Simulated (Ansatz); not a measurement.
ZrB₂:
```cif
data_B2Zr
_chemical_formula_sum 'Zr1 B2'
_space_group_name_H-M_alt 'P6/mmm'
_space_group_IT_number 191
_space_group_name_Hall '-P 6 2'
_cell_length_a 3.13282
_cell_length_b 3.13282
_cell_length_c 3.48922
_cell_angle_alpha 90.000
_cell_angle_beta 90.000
_cell_angle_gamma 120.000
loop_
_atom_site_label
_atom_site_type_symbol
_atom_site_symmetry_multiplicity
_atom_site_Wyckoff_symbol
_atom_site_fract_x
_atom_site_fract_y
_atom_site_fract_z
_atom_site_occupancy
Zr1 Zr 1 a 0.00000 0.00000 0.00000 1
B1 B 2 d 0.33333 0.66667 0.50000 1
```

Relaxed with LDA.

### Question
Decompose the optical modes at the zone centre into irreducible representations, and say which are infrared and Raman allowed.

### Answer
Point group 6/mmm: Γ_opt = A2u + B1g + E1u + E2g. Infrared: A2u, E1u. Raman: E2g.

### Question
Assign frequencies (DFPT, LDA (plane waves, PAW; program Ansatz)).

### Answer
E1u 468, A2u 488, B1g 579, E2g 795 cm⁻¹.

Subscripts of B labels follow the axes of the standard setting.

The LDA relaxation kept the symmetry of its start; of distortions, only those at the zone centre were tested. No spin polarisation was allowed. As this level gives no gap, phonon frequencies hold no LO–TO term and depend on the k-mesh and smearing (Fermi–Dirac, 0.1 eV here).

Potentials: the earlier of the program's two PAW sets.
